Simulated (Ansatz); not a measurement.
CsCd2: rattling a relaxed structure

The structure comes from a generated guess, relaxed at this level; another structure or a mixture of phases may lie lower.

Level of theory: DFT PBE, scalar-relativistic, plane waves, PAW (Ansatz). Plane waves to 420 eV, a k mesh through Γ of 12×12×8 on the computed 3-atom cell and Gaussian smearing (0.10 eV); no spin polarisation.

The cell below (3 atoms, space group P6/mmm (No. 191)) is relaxed within its symmetry.

```yaml
crystal:
  lattice:
    - [5.20049, 0.00000, 0.00000]
    - [-2.60025, 4.50376, 0.00000]
    - [0.00000, 0.00000, 5.61561]
  atoms:
    - { symbol: Cs, position: [0.00000, 0.00000, 0.00000] }
    - { symbol: Cd, position: [0.33333, 0.66667, 0.50000] }
    - { symbol: Cd, position: [0.66667, 0.33333, 0.50000] }
```

For the test a repeat of it with 6 atoms (edges 5.20, 5.20, 11.23 Å) was strained at random (σ = 1.5 % a component), the atoms were moved at random (σ = 0.05 Å), and all was relaxed again on a coarse 6×6×2 mesh (in the run’s order of axes) with 0.20 eV smearing, with no symmetry imposed.

Question: Does it come back?

Answer: It returns, within 1 meV/atom of the unmoved cell on that mesh and with the same symmetry when read at 0.1 Å (P1 at 0.01 Å, so small strains and shifts remain). So it is stable against the distortions that fit this cell and that this random move excites. Modes that don't fit the cell aren't tested.
